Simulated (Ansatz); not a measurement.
## Re

```xyz
2
Lattice="2.6029 0.0000 0.0000 -1.3015 2.2542 0.0000 0.0000 0.0000 4.1620" Properties=species:S:1:pos:R:3 pbc="T T T"
Re    0.0000    1.5028    1.0405
Re    1.3015    0.7514    3.1215
```

Atoms are numbered in the order listed.

The conventional cell has a = 2.603 Å, b = 2.603 Å, c = 4.162 Å, α = 90.00°, β = 90.00°, γ = 120.00°. Around Re (atom 1) lie 12 Re at 2.57 to 2.60 Å.

The cell is a database entry far from equilibrium at this level of theory, probably a faulty or high-pressure entry; it serves as a test geometry alone.

No spin–orbit coupling, which matters for the heavy atoms here.

Level of theory: DFT, LDA, all-electron LAPW, scalar-relativistic in Ansatz 0.2.0.

The runs use a Γ-centred 14×14×8 k mesh, Fermi–Dirac smearing of 0.05 eV, basis error target 0.25 meV/atom, no spin polarisation.

```yaml
Band_gap: "none: bands cross the Fermi level, a metal"
Volume_per_atom: 82.4 bohr³
```

(1) Give the computed value. Stress xx, yy, zz (compression positive).

(2) Predict this quantity. Density of states at the Fermi level (0.2 eV bin).

(3) Give the computed value. Pressure at this cell.

Results:

(1) 88.91, 88.91, 95.82 GPa.

(2) 1.30 states/eV per cell.

(3) 91.2 GPa.
